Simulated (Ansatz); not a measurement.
**Relaxation path: bcc V (111), 5 layers**

DFT, PBE, PAW with Ansatz's default frozen-core files, scalar-relativistic (Ansatz 0.2.0); a Γ-centred 9×9×1 k mesh, Fermi–Dirac smearing of 0.05 eV, no spin polarisation. The run relaxes the atoms in the fixed cell.

Command: `ansatz run input.yaml --threads 2 --pin off --max-ram 4096MiB --backend cpu --events-out ev --progress --plain --runs-dir out` It took 61 s on 2 threads of Arm Neoverse V1 (shared host), peak memory 0.55 GiB.

```yaml
crystal:
  lattice:
    - [4.2385384045, 0.0, 0.0]
    - [-2.1192692022, 3.6706819332, 0.0]
    - [0.0, 0.0, 19.4608]
  atoms:
    - { symbol: V, position: [0.833333333, 0.166666667, 0.4110840224] }
    - { symbol: V, position: [0.166666667, 0.833333333, 0.4555420111] }
    - { symbol: V, position: [0.5, 0.5, 0.5] }
    - { symbol: V, position: [0.833333333, 0.166666667, 0.5444579889] }
    - { symbol: V, position: [0.166666667, 0.833333333, 0.5889159776] }
kpoints:
  mp_grid: { grid: [9, 9, 1] }
scf:
  occupations: { method: fermi_dirac, width: 0.05 }
hamiltonian:
  xc: pbe
  pseudopotentials: { kind: paw }
output:
  forces: true
  stress: true
  eigenvalues: true
  write_density: true
  write_potential: true
  elf: true
  volumetric_format: npy
relax:
  f_tol: 0.01
  max_steps: 40
efield:
  axis: 3
  amplitude: 0
  dipole_correction: true
```

Each step lists its free energy a cell above the last geometry, and Cartesian positions (Å) with forces (eV/Å).

The first step:

```
step 1  dF = 794.26 meV
  V 3.1789 0.6118 8.0000   0.0000 0.0000 1.6445
  V -1.0596 3.0589 8.8652   0.0000 0.0000 1.2178
  V 1.0596 1.8353 9.7304   0.0000 0.0000 0.0000
  V 3.1789 0.6118 10.5956   0.0000 0.0000 -1.2179
  V -1.0596 3.0589 11.4608   0.0000 0.0000 -1.6445
```

The cell is 1×1, so reconstructions are forbidden, and in slabs of four or five layers the relaxations can be far larger than at a real surface.

Where does the relaxation end, and by which steps?

After 6 geometries, with a shortest distance of 2.186 Å. The further steps:
```
step 2  dF = 117.08 meV
  V 3.1789 0.6118 8.1951   0.0000 0.0000 0.5201
  V -1.0596 3.0589 8.9535   0.0000 0.0000 0.9955
  V 1.0596 1.8353 9.7304   0.0000 0.0000 0.0000
  V 3.1789 0.6118 10.5073   0.0000 0.0000 -0.9955
  V -1.0596 3.0589 11.2657   0.0000 0.0000 -0.5201
step 3  dF = 63.80 meV
  V 3.1789 0.6118 8.2493   0.0000 0.0000 -0.6164
  V -1.0596 3.0589 9.1114   0.0000 0.0000 -0.8315
  V 1.0596 1.8353 9.7304   0.0000 0.0000 0.0000
  V 3.1789 0.6118 10.3494   0.0000 0.0000 0.8315
  V -1.0596 3.0589 11.2115   0.0000 0.0000 0.6164
step 4  dF = 1.14 meV
  V 3.1789 0.6118 8.2194   0.0000 0.0000 0.0872
  V -1.0596 3.0589 9.0552   0.0000 0.0000 -0.0546
  V 1.0596 1.8353 9.7304   0.0000 0.0000 0.0000
  V 3.1789 0.6118 10.4056   0.0000 0.0000 0.0546
  V -1.0596 3.0589 11.2414   0.0000 0.0000 -0.0872
step 5  dF = 0.49 meV
  V 3.1789 0.6118 8.2328   0.0000 0.0000 -0.0535
  V -1.0596 3.0589 9.0423   0.0000 0.0000 0.0413
  V 1.0596 1.8353 9.7304   0.0000 0.0000 0.0000
  V 3.1789 0.6118 10.4185   0.0000 0.0000 -0.0413
  V -1.0596 3.0589 11.2280   0.0000 0.0000 0.0535
step 6  dF = 0.00 meV
  V 3.1789 0.6118 8.2276   0.0000 0.0000 0.0005
  V -1.0596 3.0589 9.0477   0.0000 0.0000 -0.0003
  V 1.0596 1.8353 9.7304   0.0000 0.0000 0.0000
  V 3.1789 0.6118 10.4131   0.0000 0.0000 0.0003
  V -1.0596 3.0589 11.2332   0.0000 0.0000 -0.0005
step 7  dF = 0.00 meV  (same geometry, solved once more)
  V 3.1789 0.6118 8.2276   0.0000 0.0000 0.0006
  V -1.0596 3.0589 9.0477   0.0000 0.0000 -0.0003
  V 1.0596 1.8353 9.7304   0.0000 0.0000 0.0000
  V 3.1789 0.6118 10.4131   0.0000 0.0000 0.0003
  V -1.0596 3.0589 11.2332   0.0000 0.0000 -0.0006
```
